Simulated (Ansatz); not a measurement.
## Structure relaxation, MoS₂

The start is a generated trial cell of MoS2 in the anatase structure type. A full variable-cell relaxation at zero pressure is run with r2SCAN (plane waves to 500 eV, PAW, scalar-relativistic; Ansatz, a first-principles code). First-step values are on the input's coarse k-mesh.

Ansatz input (later rounds restart from its end on a renewed k-mesh):
Ansatz 0.2 input:
```yaml
crystal:
  lattice:
    - [-2.402331, 2.402331, 6.038515]
    - [2.402331, -2.402331, 6.038515]
    - [2.402331, 2.402331, -6.038515]
  atoms:
    - { symbol: Mo, position: [0.5, 0.5, 0] }
    - { symbol: Mo, position: [0.25, 0.75, 0.5] }
    - { symbol: S, position: [0.2919, 0.2919, 0] }
    - { symbol: S, position: [0.0419, 0.5419, 0.5] }
    - { symbol: S, position: [0.4581, 0.9581, 0.5] }
    - { symbol: S, position: [0.7081, 0.7081, 0] }
basis: { ecutwfc: 500, ecutrho_ratio: 4, xc_grid: 4, fft_grid_basis: typed }
kpoints: { mp_grid: { grid: [7, 7, 7] } }
hamiltonian:
  xc: r2scan
  dispersion: none
  pseudopotentials: { kind: paw }
scf: { occupations: { method: fermi_dirac, width: 0.05 } }
relax: { f_tol: 0.01, max_steps: 100, cell: { stress_tol: 0.02 } }
output: { forces: true, stress: true }
```

```json
{
 "largest_initial_force": "about 0.7 eV/Å, on S3, S4, S5, S6 (atoms numbered as listed)",
 "energy_released": "0.12 eV/atom",
 "Shortest distances (start → end)": "The closest pairs of elements (up to four, under 3.6 Å), start → end: Mo–S 2.46 → 2.39 Å; S–S 3.13 → 3.17 Å; Mo–Mo 3.86 → 3.33 Å",
 "band_gap_at_the_end": "no gap (metallic)",
 "optimiser_moves": "13"
}
```

Relaxed structure:

Space group I4₁/amd, origin choice 1 (No. 141); a = 4.767 Å, b = 4.767 Å, c = 9.295 Å, α = 90.00°, β = 90.00°, γ = 90.00°

| atom | site | symmetry | x | y | z |
|---|---|---|---|---|---|
| Mo | 4b | -4m2 | 0.0000 | 0.0000 | 0.5000 |
| S | 8e | 2mm. | 0.0000 | 0.0000 | 0.2376 |
(The calculation used a cell of 6 atoms; values per cell refer to that cell.)

Final values are on a 14×14×14 k-mesh of the relaxed cell. No spin polarisation in the result.

The run could not lose the symmetry of its start, so the end can be a saddle point.

The relaxed structure here is a generated cell of MoS2: the first start was made by placing the elements on the sites of a structure type, and the end was not matched to a known phase here, so it may be hypothetical. Known forms of MoS2 include space group No. 160, 194.
